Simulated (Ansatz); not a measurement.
Relaxation of a generated cell, Si2W built in the C54 structure type; 6 atoms in the cell, which starts as Fddd, origin choice 1 (No. 70), oF24; a = 4.7694 Å, b = 8.2143 Å, c = 8.4959 Å, α = 90.00°, β = 90.00°, γ = 90.00°. Level of theory: r2SCAN (plane waves to 500 eV, PAW, scalar-relativistic; Ansatz, a first-principles code). Γ-centred k-mesh 6×6×6 on the run's cell (coarser than for final values), Fermi–Dirac smearing 0.05 eV. This is the first round of the run. 

The optimiser's lines from the output (shortened; P is positive under compression):

```
relax step   1: F+E_penalty+E_count = -23353.56891756 eV  Δ(F+E_penalty+E_count) = +0.000e0 eV  max|allowed force component| = 2.454e-1 eV/Å  Δτ_max = 0.0000 Å  P = -5.861 GPa  Ω = 83.211 Å³  (8 SCF iters, dr2 threshold 1.00e-7 eV, accepted)
relax step   2: F+E_penalty+E_count = -23353.77932035 eV  Δ(F+E_penalty+E_count) = -2.104e-1 eV  max|allowed force component| = 1.608e-1 eV/Å  Δτ_max = 0.0122 Å  P = +2.642 GPa  Ω = 79.815 Å³  (6 SCF iters, dr2 threshold 6.00e-7 eV, accepted)
relax step   3: F+E_penalty+E_count = -23353.81886814 eV  Δ(F+E_penalty+E_count) = -3.955e-2 eV  max|allowed force component| = 2.207e-2 eV/Å  Δτ_max = 0.0067 Å  P = +0.820 GPa  Ω = 80.187 Å³  (5 SCF iters, dr2 threshold 6.00e-7 eV, accepted)
relax step   4: F+E_penalty+E_count = -23353.83639058 eV  Δ(F+E_penalty+E_count) = -1.752e-2 eV  max|allowed force component| = 1.701e-1 eV/Å  Δτ_max = 0.0000 Å  P = +0.290 GPa  Ω = 80.180 Å³  (5 SCF iters, dr2 threshold 6.00e-7 eV, accepted)
relax step   5: F+E_penalty+E_count = -23353.84329455 eV  Δ(F+E_penalty+E_count) = -6.904e-3 eV  max|allowed force component| = 1.045e-1 eV/Å  Δτ_max = 0.0099 Å  P = -0.372 GPa  Ω = 80.356 Å³  (5 SCF iters, dr2 threshold 6.00e-7 eV, accepted)
relax step   6: F+E_penalty+E_count = -23353.84638231 eV  Δ(F+E_penalty+E_count) = -3.088e-3 eV  max|allowed force component| = 6.414e-3 eV/Å  Δτ_max = 0.0114 Å  P = -0.008 GPa  Ω = 80.221 Å³  (5 SCF iters, dr2 threshold 6.00e-7 eV, accepted)
relax step   7: F+E_penalty+E_count = -23353.84650197 eV  Δ(F+E_penalty+E_count) = -1.197e-4 eV  max|allowed force component| = 5.862e-4 eV/Å  Δτ_max = 0.0007 Å  P = +0.024 GPa  Ω = 80.207 Å³  (5 SCF iters, dr2 threshold 6.90e-8 eV, accepted)
relax step   8: F+E_penalty+E_count = -23353.84650191 eV  Δ(F+E_penalty+E_count) = +5.990e-8 eV  max|allowed force component| = 3.252e-4 eV/Å  Δτ_max = 0.0000 Å  P = +0.002 GPa  Ω = 80.214 Å³  (4 SCF iters, dr2 threshold 4.79e-9 eV, accepted)
relax step   9: F+E_penalty+E_count = -23353.84593851 eV  Δ(F+E_penalty+E_count) = +5.634e-4 eV  max|allowed force component| = 3.791e-4 eV/Å  Δτ_max = 0.0000 Å  P = +0.005 GPa  Ω = 80.214 Å³  stress off target by 6.91e-3 GPa  SCF on the basis re-selected at this cell (its energy is not comparable with the rows above)  (6 SCF iters)
```

From the first to the last row the energy changes by -0.05 eV/atom and the volume by -3.6 %. The last row is marked as not comparable with the walk above it, whose basis was carried along; it does compare with step 1, since both stand on a basis selected at the nominal cutoff for their own cell.

Later rounds, restarted from the end of this one on a renewed k-mesh, logged 12 more steps and released under 0.01 eV/atom more. The final structure after all rounds: Fddd, origin choice 1 (No. 70), oF24, AFLOW prototype A2B_oF24_70_e_a (C54, as in TiSi2); a = 4.551 Å, b = 7.870 Å, c = 8.955 Å, α = β = γ = 90.00°. Between re-selections the logged energies stand on a plane-wave basis carried along with the cell. No spin polarisation in the result.

The run could not lose the symmetry of its start, so the end can be a saddle point.

The relaxed structure here is a generated cell of Si2W: the first start was made by placing the elements on the sites of a structure type, and the end was not matched to a known phase here, so it may be hypothetical. Known forms of Si2W include space group No. 139.
